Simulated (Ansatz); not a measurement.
### Question
AlCo3B (anti-perovskite, Pm-3m) is relaxed with DFT-PBE in the program Ansatz with PAW potentials. What lattice parameters of the conventional cell result?

### Answer
a = 3.764 Å.

These are the values of the symmetrised cell.

### Question
Is it a metal or does it have a gap at this level?

### Answer
No gap at this level.

The start of the workflow was typed in or built on a structure type; neither database checked (COD, Materials Project) lists it. Whether it is the stable phase at ambient conditions was not checked. Symmetry was held in the PBE relaxation; its stability against distortions is not shown here. The final state is ferromagnetic, the only order run, not a proven ground state.

Potentials: the later of the program's two PAW sets.
